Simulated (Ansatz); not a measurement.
Relaxed-ion elastic tensor of Mg in space group P6/mmm (No. 191; Mg on 2e, Mg on 2d, Mg on 3f) in GPa (Voigt order), r²SCAN in the plane-wave PAW code Ansatz; density 1.73 g/cm³, 23.30 Å³ per atom.

|  | 1 | 2 | 3 | 4 | 5 | 6 |
|---|---|---|---|---|---|---|
| 1 | 69.8 | 26.8 | 14.7 | 0.0 | 0.0 | 0.0 |
| 2 | 26.8 | 69.8 | 14.7 | 0.0 | 0.0 | 0.0 |
| 3 | 14.7 | 14.7 | 83.2 | 0.0 | 0.0 | 0.0 |
| 4 | 0.0 | 0.0 | 0.0 | 2.1 | 0.0 | 0.0 |
| 5 | 0.0 | 0.0 | 0.0 | 0.0 | 2.1 | 0.0 |
| 6 | 0.0 | 0.0 | 0.0 | 0.0 | 0.0 | 21.5 |

Task: Is the crystal mechanically stable?

Result: Yes: the smallest eigenvalue of C is 2.1 GPa.

Task: Work out the Voigt and Reuss bounds. Is their mean of use?

Result: K_V = 37.3, K_R = 37.3; G_V = 16.3, G_R = 4.7 GPa. The bounds lie so far apart that a Hill average or a Debye temperature from it would say little.

The start of the workflow was typed in or built on a structure type; the Crystallography Open Database copy checked does not list it. It is not the phase usual at ambient conditions (space group No. 194). Symmetry was held in the r²SCAN relaxation; whether a distortion lowers the energy is not shown. As this level gives no gap, shear constants depend on the k-mesh and smearing (Fermi–Dirac, 0.1 eV here).

Potentials: the later of the program's two PAW sets.
